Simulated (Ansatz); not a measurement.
Level: r2SCAN, no spin polarisation; 500 eV; 6×6×6 Γ-centred mesh; methfessel-paxton occupations (width 0.0136 eV); Ansatz 0.2.0, fixed geometry.

Computed maps in the lattice plane spanned by a (left to right, 5.31 Å, 16 points from zero) and b (bottom to top, 5.31 Å, 16 points from zero), 90° apart, at height 0.750 along c. The fields are smooth PAW ones with compensation charges, not the true ones near nuclei.

Valence density. Digits on a logarithmic scale: 0 up to 0.03 e/Å³, each further digit a factor of 1.6, 9 from 1.3 e/Å³ up:
```
1346666556653211
2356654344543333
5445543223345676
7533332111257999
9632210001369999
9731000001379989
9631000122369999
7521112333357999
5433223455445676
3454434566532333
3566556666431112
3566799975421002
3456999995321001
2346999996432000
1235999996543100
1245799976653200
```

ELF. Ten even steps from '0' (0.01) to '9' (0.87):
```
0256310016752000
0157741025520010
2025641012101687
8102320000028999
9600000000079848
9810000000189404
9700000000069848
8200000232018999
1012101465202786
0255201477510010
2576100136520000
3673146411210000
2441464640000000
0110640460110000
0000464641442000
0121146413763000
```

Q: The cell is SrTiO$_{4}$. Which atoms lie within 0.2 Å of this plane, and where (fractions of a and b)?

A: Sr at (0.88, 0.62), Ti at (0.38, 0.12). The whole cell:
```
CELL_PARAMETERS angstrom
0.00000 5.30763 0.00000
5.30763 0.00000 0.00000
2.65382 2.65382 -5.75882
ATOMIC_POSITIONS crystal
Sr 0.87500 0.62500 0.75000
Sr 0.12500 0.37500 0.25000
Ti 0.37500 0.12500 0.75000
Ti 0.62500 0.87500 0.25000
O 0.21999 0.36066 0.58272
O 0.86066 0.19729 0.08272
O 0.69729 0.05662 0.58272
O 0.55662 0.71999 0.08272
O 0.78001 0.63934 0.41728
O 0.13934 0.80271 0.91728
O 0.30271 0.94338 0.41728
O 0.44338 0.28001 0.91728
```

Origin: a known structure type with other elements, at an estimated volume, so it need not be a known compound. Caveats: many states at the Fermi level without spin polarisation, so a magnetic state may lie lower.
